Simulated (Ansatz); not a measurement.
The start is a generated cell, Bi2Te3 placed in the A-La2O3 structure type. The structure is fully relaxed (lattice and positions, P = 0) with r2SCAN (plane waves to 500 eV, PAW, scalar-relativistic; Ansatz, an electronic-structure program). The first steps use a coarse 5×5×3 k-mesh.

Initial structure:
```
Bi2Te3
1.0
    5.06707     0.00000     0.00000
   -2.53353     4.38821     0.00000
    0.00000     0.00000     7.89526
Bi Te
2 3
Direct
  0.33333   0.66667   0.24670
  0.66667   0.33333   0.75330
  0.00000   0.00000   0.00000
  0.33333   0.66667   0.64700
  0.66667   0.33333   0.35300
```

```yaml
largest_initial_force: 0.60 eV/Å, on Bi1, Bi2 (atoms numbered as listed)
outcome: The space group stays P-3m1 (No. 164) (the run could not lower it), with 5 atoms in the primitive cell
energy_released: 0.27 eV/atom
Shortest distances (start → end): "The closest pairs of elements (up to four, under 3.6 Å), start → end: Bi–Te 3.04 → 3.07 Å"
band_gap_at_the_end: 1.02 eV, direct at Γ (no spin-orbit coupling)
optimiser_moves: 19
```

It ends as:

```cif
data_Bi2Te3
_chemical_formula_sum 'Bi2 Te3'
_space_group_name_H-M_alt 'P-3m1'
_space_group_IT_number 164
_space_group_name_Hall '-P 3 2"'
_cell_length_a 4.40894
_cell_length_b 4.40894
_cell_length_c 11.01759
_cell_angle_alpha 90.000
_cell_angle_beta 90.000
_cell_angle_gamma 120.000
loop_
_atom_site_label
_atom_site_type_symbol
_atom_site_symmetry_multiplicity
_atom_site_Wyckoff_symbol
_atom_site_fract_x
_atom_site_fract_y
_atom_site_fract_z
_atom_site_occupancy
Bi1 Bi 2 d 0.33333 0.66667 0.18679 1
Te1 Te 1 a 0.00000 0.00000 0.00000 1
Te2 Te 2 d 0.66667 0.33333 0.34192 1
```

Final values are on a 9×9×3 k-mesh of the relaxed cell. No spin polarisation in the result. Without spin-orbit coupling the bands of the heavy element are not split, so the gap can be far off.

The run could not lose the symmetry of its start; a randomly shaken copy of 10 atoms returns to this structure.

The relaxed structure here is a generated cell of Bi2Te3: the first start was made by placing the elements on the sites of a structure type, and the end was not matched to a known phase here, so it may be hypothetical. Known forms of Bi2Te3 include space group No. 166.
